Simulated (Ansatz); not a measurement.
The cell below belongs to a search over invented structures; it isn't taken from experiment.

Input and command of a plane-wave DFT calculation in Ansatz:

```yaml
crystal:
  lattice:
    - [-1.5652116249, 1.5652116249, 5.9115348319]
    - [1.5652116249, -1.5652116249, 5.9115348319]
    - [1.5652116249, 1.5652116249, -5.9115348319]
  atoms:
    - { symbol: Tb, position: [0.6192554164, 0.6192554164, 0.0] }
    - { symbol: Tb, position: [0.3807445836, 0.3807445836, 0.0] }
    - { symbol: "N", position: [0.0, 0.0, 0.0] }
basis:
  ecutwfc: 690
kpoints:
  mp_grid: { grid: [20, 20, 20] }
hamiltonian:
  xc: pbe
  pseudopotentials:
    kind: paw
    azcp: { Tb: "pseudopotentials/pbe/nc/lanthanide_3plus/Tb.nc.azcp" }
scf:
  occupations: { method: gaussian, width: 0.1 }
output:
  forces: true
  stress: true
  eigenvalues: true
relax:
  adjacent_minimum: "off"
  f_tol: 0.01
  max_steps: 80
  cell: { stress_tol: 0.05 }
```

```bash
ansatz run input.yaml --threads 1 --pin off --max-ram 2560MiB --backend cpu --events-out ev --progress --plain --runs-dir out
```

Processor: Intel(R) Xeon(R) Processor @ 2.50GHz (Skylake/Cascade Lake), 1 thread, on a host shared with other jobs.

Estimate time, memory and problem size.

About 13 min, peak memory 1.3 GiB. It solves 18 bands at 641 k points (after reduction by symmetry) with about 2405 plane waves (on the last cell), in 34 SCF iterations over 5 ionic steps.

With its 4f electrons in the core of a norm-conserving potential, the lanthanide is trivalent by construction, without f bands, f moments or other valences.
